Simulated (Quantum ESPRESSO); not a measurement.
```cif
data_In2N2
_chemical_formula_sum 'N2 In2'
_space_group_name_H-M_alt 'P63mc'
_space_group_IT_number 186
_space_group_name_Hall 'P 6c -2c'
_cell_length_a 3.55062
_cell_length_b 3.55062
_cell_length_c 5.73256
_cell_angle_alpha 90.000
_cell_angle_beta 90.000
_cell_angle_gamma 120.000
loop_
_atom_site_label
_atom_site_type_symbol
_atom_site_symmetry_multiplicity
_atom_site_Wyckoff_symbol
_atom_site_fract_x
_atom_site_fract_y
_atom_site_fract_z
_atom_site_occupancy
N1 N 2 b 0.33333 0.66667 0.37952 1
In1 In 2 b 0.33333 0.66667 0.00048 1
```

The geometry is that of Materials Project entry mp-22205, symmetrised and not relaxed again.

Question: What does PBEsol (pw.x of Quantum ESPRESSO, ONCV potentials, no spin-orbit coupling) give for the electronic structure near the Fermi level?

Answer: At this level the gap is closed or nearly so: along the path the highest valence and lowest conduction bands touch, or overlap by less than 0.6 eV, a zero-gap or semimetallic result; the valence top lies at Γ, the conduction bottom at Γ. Semilocal functionals close the gaps of some narrow-gap semiconductors, so this alone doesn't show that the compound has none. Spin-orbit splittings are left out.
